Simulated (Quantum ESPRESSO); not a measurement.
## WMo3Al2TiPt (one run as intended and one with a planted mistake)

Computed values, not a measurement. The program is pw.x of Quantum ESPRESSO 7.5 (plane-wave density functional theory). The cell is made up: eight metal atoms on a hexagonal close-packed lattice, with elements, volume, strain and displacements drawn at random and not relaxed, so it may be unstable or far from any real phase. PseudoDojo standard norm-conserving files set the functional (PBE unless stated); there is no spin polarisation or spin-orbit coupling, the Fermi-Dirac width of 0.25 eV means electrons at about 2900 K, and the masses in the input are unused placeholders. Heavy elements are run without spin-orbit coupling, which real alloys of them have. A spin test at this wide smearing found no moment, but such smearing suppresses magnetism that the real alloy may have.

Intended input:

```
&control calculation='scf', pseudo_dir='./dojo.nc.sr.pbe.v0_5.standard.upf', outdir='./o', disk_io='minimal', tprnfor=.true., tstress=.true. /
&system ibrav=0, nat=8, ntyp=5, nbnd=62, ecutwfc=84.00895049, nosym=.true., tot_charge=0,
 occupations='smearing', smearing='fd', degauss=0.0183746611
/
&electrons conv_thr=1.470e-08, electron_maxstep=70, mixing_beta=0.5 /
ATOMIC_SPECIES
Al 1.0 Al.upf
Mo 1.0 Mo.upf
Pt 1.0 Pt.upf
Ti 1.0 Ti.upf
W 1.0 W.upf
CELL_PARAMETERS angstrom
0.0 4.8973 0.0
2.8275 0.0 4.6621
2.8275 0.0 -4.6621
ATOMIC_POSITIONS angstrom
W -0.0087 0.0833 0.0665
Mo 2.8735 -0.0152 -0.0501
Al 2.7353 1.7008 -2.2799
Al 2.905 1.6599 2.3607
Mo 1.4068 2.393 -0.0513
Ti 4.2175 2.343 -0.0481
Mo 1.5194 4.0297 -2.2674
Pt 1.4873 4.0842 2.457
K_POINTS automatic
5 5 5 1 1 1
```

The log is shortened where brackets say so; the opening notice, blank lines, dates and the lines on written files are dropped, and the path of the files is cut. It prints rydbergs, bohrs and kilobars, and counts compression as positive stress. Its total energy is the free energy E - TS of the whole cell.

Log of the intended run:

```
     Program PWSCF v.7.5
     Parallel version (MPI & OpenMP), running on       4 processor cores
     Number of MPI processes:                 4
     Threads/MPI process:                     1
     [start-up lines left out]
     bravais-lattice index     =            0
     lattice parameter (alat)  =       9.2546  a.u.
     unit-cell volume          =     871.2996 (a.u.)^3
     number of atoms/cell      =            8
     number of atomic types    =            5
     number of electrons       =        92.00
     number of Kohn-Sham states=           62
     kinetic-energy cutoff     =      84.0090  Ry
     charge density cutoff     =     336.0358  Ry
     scf convergence threshold =      1.5E-08
     mixing beta               =       0.5000
     number of iterations used =            8  plain     mixing
     Exchange-correlation= PBE
                           (   1   4   3   4   0   0   0)
     [axes and pseudopotential details left out]
   Cartesian axes
     site n.     atom                  positions (alat units)
         1        W      tau(   1) = (  -0.0017765   0.0170094   0.0135789  )
         2        Mo     tau(   2) = (   0.5867519  -0.0031038  -0.0102301  )
         3        Al     tau(   3) = (   0.5585323   0.3472934  -0.4655422  )
         4        Al     tau(   4) = (   0.5931840   0.3389419   0.4820411  )
         5        Mo     tau(   5) = (   0.2872603   0.4886366  -0.0104752  )
         6        Ti     tau(   6) = (   0.8611888   0.4784269  -0.0098217  )
         7        Mo     tau(   7) = (   0.3102526   0.8228412  -0.4629898  )
         8        Pt     tau(   8) = (   0.3036980   0.8339697   0.5017050  )
     number of k points=    63  Fermi-Dirac smearing, width (Ry)=  0.0184
                       cart. coord. in units 2pi/alat
        k(    1) = (   0.1732025   0.1000000   0.0000000), wk =   0.0320000
        k(    2) = (   0.3464050   0.1000000  -0.1050449), wk =   0.0320000
     [further k points left out]
     Dense  grid:    90567 G-vectors     FFT dimensions: (  60,  64,  64)
     Estimated max dynamical RAM per process >     338.92 MB
     Estimated total dynamical RAM >       1.26 GB
     Initial potential from superposition of free atoms
     starting charge      91.9886, renormalised to      92.0000
     Starting wfcs are   68 randomized atomic wfcs
     total cpu time spent up to now is        4.7 secs
     per-process dynamical memory:   270.9 Mb
     Self-consistent Calculation
     iteration #  1     ecut=    84.01 Ry     beta= 0.50
     Davidson diagonalization with overlap
     ethr =  1.00E-02,  avg # of iterations =  3.3
     total cpu time spent up to now is       14.4 secs
     total energy              =    -960.98463228 Ry
     estimated scf accuracy    <       2.98316240 Ry
     iteration #  2     ecut=    84.01 Ry     beta= 0.50
     Davidson diagonalization with overlap
     ethr =  3.24E-03,  avg # of iterations =  4.0
     total cpu time spent up to now is       24.6 secs
     total energy              =    -961.34293873 Ry
     estimated scf accuracy    <      14.98417870 Ry
     [iterations 3 to 16 left out]
     iteration # 17     ecut=    84.01 Ry     beta= 0.50
     Davidson diagonalization with overlap
     ethr =  1.74E-11,  avg # of iterations =  2.2
     total cpu time spent up to now is      153.2 secs
     total energy              =    -962.62670570 Ry
     estimated scf accuracy    <       0.00000004 Ry
     iteration # 18     ecut=    84.01 Ry     beta= 0.50
     Davidson diagonalization with overlap
     ethr =  1.74E-11,  avg # of iterations =  1.2
     total cpu time spent up to now is      160.8 secs
     End of self-consistent calculation
     [lines on levels left out]
!    total energy              =    -962.62670570 Ry
     estimated scf accuracy    <          7.2E-10 Ry
     smearing contrib. (-TS)   =      -0.11009022 Ry
     internal energy E=F+TS    =    -962.51661548 Ry
     The total energy is F=E-TS. E is the sum of the following terms:
     one-electron contribution =    -295.41170909 Ry
     hartree contribution      =     191.60488035 Ry
     xc contribution           =    -164.31330128 Ry
     ewald contribution        =    -694.39648546 Ry
     convergence has been achieved in  18 iterations
     Forces acting on atoms (cartesian axes, Ry/au):
     atom    1 type  5   force =     0.02577518   -0.03876981    0.00455486
     atom    2 type  2   force =    -0.02783429   -0.00436860    0.03224139
     atom    3 type  1   force =     0.03861968   -0.02039767   -0.03296283
     atom    4 type  1   force =    -0.03244676   -0.01294496   -0.02743529
     atom    5 type  2   force =    -0.00333464    0.02519530    0.05562987
     atom    6 type  4   force =     0.00499089    0.04149611    0.02939006
     atom    7 type  2   force =    -0.02144940    0.01321430   -0.01787135
     atom    8 type  3   force =     0.01567933   -0.00342468   -0.04354672
     Total force =     0.135823     Total SCF correction =     0.000061
     Computing stress (Cartesian axis) and pressure
          total   stress  (Ry/bohr**3)                   (kbar)     P=      -27.44
   0.00015661  -0.00004617  -0.00003389           23.04       -6.79       -4.99
  -0.00004617  -0.00045359   0.00010209           -6.79      -66.72       15.02
  -0.00003389   0.00010209  -0.00026254           -4.99       15.02      -38.62
     init_run     :      4.45s CPU      4.60s WALL (       1 calls)
     electrons    :    155.78s CPU    156.11s WALL (       1 calls)
     forces       :      1.43s CPU      1.45s WALL (       1 calls)
     stress       :      4.95s CPU      4.95s WALL (       1 calls)
     [timing details left out]
     PWSCF        :   2m46.73s CPU   2m47.26s WALL
     JOB DONE.
```

A second run has one planted mistake: the cell and the positions are scaled by a wrong factor. The input lines that differ:

```
- 0.0 4.8973 0.0
- 2.8275 0.0 4.6621
- 2.8275 0.0 -4.6621
+ 0.0 4.9448 0.0
+ 2.8549 0.0 4.7073
+ 2.8549 0.0 -4.7073
- W -0.0087 0.0833 0.0665
- Mo 2.8735 -0.0152 -0.0501
- Al 2.7353 1.7008 -2.2799
- Al 2.905 1.6599 2.3607
- Mo 1.4068 2.393 -0.0513
- Ti 4.2175 2.343 -0.0481
- Mo 1.5194 4.0297 -2.2674
- Pt 1.4873 4.0842 2.457
+ W -0.0088 0.0841 0.0671
+ Mo 2.9014 -0.0153 -0.0506
+ Al 2.7618 1.7173 -2.302
+ Al 2.9332 1.676 2.3836
+ Mo 1.4204 2.4162 -0.0518
+ Ti 4.2584 2.3657 -0.0486
+ Mo 1.5341 4.0688 -2.2894
+ Pt 1.5017 4.1238 2.4808
```

Its log:

```
     Program PWSCF v.7.5
     Parallel version (MPI & OpenMP), running on       4 processor cores
     Number of MPI processes:                 4
     Threads/MPI process:                     1
     [start-up lines left out]
     bravais-lattice index     =            0
     lattice parameter (alat)  =       9.3443  a.u.
     unit-cell volume          =     896.8878 (a.u.)^3
     number of atoms/cell      =            8
     number of atomic types    =            5
     number of electrons       =        92.00
     number of Kohn-Sham states=           62
     kinetic-energy cutoff     =      84.0090  Ry
     charge density cutoff     =     336.0358  Ry
     scf convergence threshold =      1.5E-08
     mixing beta               =       0.5000
     number of iterations used =            8  plain     mixing
     Exchange-correlation= PBE
                           (   1   4   3   4   0   0   0)
     [axes and pseudopotential details left out]
   Cartesian axes
     site n.     atom                  positions (alat units)
         1        W      tau(   1) = (  -0.0017796   0.0170078   0.0135698  )
         2        Mo     tau(   2) = (   0.5867578  -0.0030942  -0.0102330  )
         3        Al     tau(   3) = (   0.5585261   0.3472941  -0.4655396  )
         4        Al     tau(   4) = (   0.5931888   0.3389419   0.4820417  )
         5        Mo     tau(   5) = (   0.2872513   0.4886345  -0.0104757  )
         6        Ti     tau(   6) = (   0.8611875   0.4784218  -0.0098285  )
         7        Mo     tau(   7) = (   0.3102451   0.8228442  -0.4629914  )
         8        Pt     tau(   8) = (   0.3036928   0.8339670   0.5016988  )
     number of k points=    63  Fermi-Dirac smearing, width (Ry)=  0.0184
                       cart. coord. in units 2pi/alat
        k(    1) = (   0.1732040   0.1000000   0.0000000), wk =   0.0320000
        k(    2) = (   0.3464079   0.1000000  -0.1050454), wk =   0.0320000
     [further k points left out]
     Dense  grid:    93367 G-vectors     FFT dimensions: (  60,  64,  64)
     Estimated max dynamical RAM per process >     347.92 MB
     Estimated total dynamical RAM >       1.29 GB
     Initial potential from superposition of free atoms
     starting charge      91.9886, renormalised to      92.0000
     Starting wfcs are   68 randomized atomic wfcs
     total cpu time spent up to now is        4.8 secs
     per-process dynamical memory:   269.5 Mb
     Self-consistent Calculation
     iteration #  1     ecut=    84.01 Ry     beta= 0.50
     Davidson diagonalization with overlap
     ethr =  1.00E-02,  avg # of iterations =  3.2
     total cpu time spent up to now is       14.6 secs
     total energy              =    -960.98950132 Ry
     estimated scf accuracy    <       2.96031158 Ry
     iteration #  2     ecut=    84.01 Ry     beta= 0.50
     Davidson diagonalization with overlap
     ethr =  3.22E-03,  avg # of iterations =  4.0
     total cpu time spent up to now is       25.0 secs
     total energy              =    -961.29048085 Ry
     estimated scf accuracy    <      15.68464829 Ry
     [iterations 3 to 14 left out]
     iteration # 15     ecut=    84.01 Ry     beta= 0.50
     Davidson diagonalization with overlap
     ethr =  7.32E-10,  avg # of iterations =  1.7
     total cpu time spent up to now is      137.8 secs
     total energy              =    -962.61758191 Ry
     estimated scf accuracy    <       0.00000003 Ry
     iteration # 16     ecut=    84.01 Ry     beta= 0.50
     Davidson diagonalization with overlap
     ethr =  3.70E-11,  avg # of iterations =  2.1
     total cpu time spent up to now is      146.6 secs
     End of self-consistent calculation
     [lines on levels left out]
!    total energy              =    -962.61758191 Ry
     estimated scf accuracy    <          7.8E-09 Ry
     smearing contrib. (-TS)   =      -0.11397110 Ry
     internal energy E=F+TS    =    -962.50361081 Ry
     The total energy is F=E-TS. E is the sum of the following terms:
     one-electron contribution =    -305.18448266 Ry
     hartree contribution      =     194.50554937 Ry
     xc contribution           =    -164.09554045 Ry
     ewald contribution        =    -687.72913706 Ry
     convergence has been achieved in  16 iterations
     Forces acting on atoms (cartesian axes, Ry/au):
     atom    1 type  5   force =     0.02280879   -0.03500243    0.00304089
     atom    2 type  2   force =    -0.02549442   -0.00388202    0.02678478
     atom    3 type  1   force =     0.03466502   -0.01890943   -0.03038229
     atom    4 type  1   force =    -0.02959744   -0.01184992   -0.02456000
     atom    5 type  2   force =    -0.00352379    0.02202729    0.04929424
     atom    6 type  4   force =     0.00508538    0.03867908    0.02715317
     atom    7 type  2   force =    -0.01785425    0.01169474   -0.01406941
     atom    8 type  3   force =     0.01391072   -0.00275729   -0.03726137
     Total force =     0.121115     Total SCF correction =     0.000226
     Computing stress (Cartesian axis) and pressure
          total   stress  (Ry/bohr**3)                   (kbar)     P=      -76.30
  -0.00020790  -0.00004920  -0.00003013          -30.58       -7.24       -4.43
  -0.00004920  -0.00075580   0.00009733           -7.24     -111.18       14.32
  -0.00003013   0.00009733  -0.00059230           -4.43       14.32      -87.13
     init_run     :      4.55s CPU      4.67s WALL (       1 calls)
     electrons    :    141.55s CPU    141.84s WALL (       1 calls)
     forces       :      1.45s CPU      1.46s WALL (       1 calls)
     stress       :      5.04s CPU      5.04s WALL (       1 calls)
     [timing details left out]
     PWSCF        :   2m32.74s CPU   2m33.17s WALL
     JOB DONE.
```

|  | intended run | run with the mistake |
| --- | --- | --- |
| free energy (eV) | -13097.204 | -13097.079 |
| entropy term -TS, part of it (eV) | -1.498 | -1.551 |
| pressure (GPa) | -2.74 | -7.63 |
| size of the largest force component (eV/Å) | 1.430 | 1.267 |
| largest change of a force component (eV/Å) |  | 0.163 |
| iterations | 18 | 16 |

For scale, a rerun of the intended cell at a higher cutoff and on a denser mesh moved values by no more than 0.004 eV in energy, 0.04 GPa in stress and 0.005 eV/Å in force, and a second program with other atomic files agreed on that cell to 2 % rms in force and 0.5 GPa in pressure.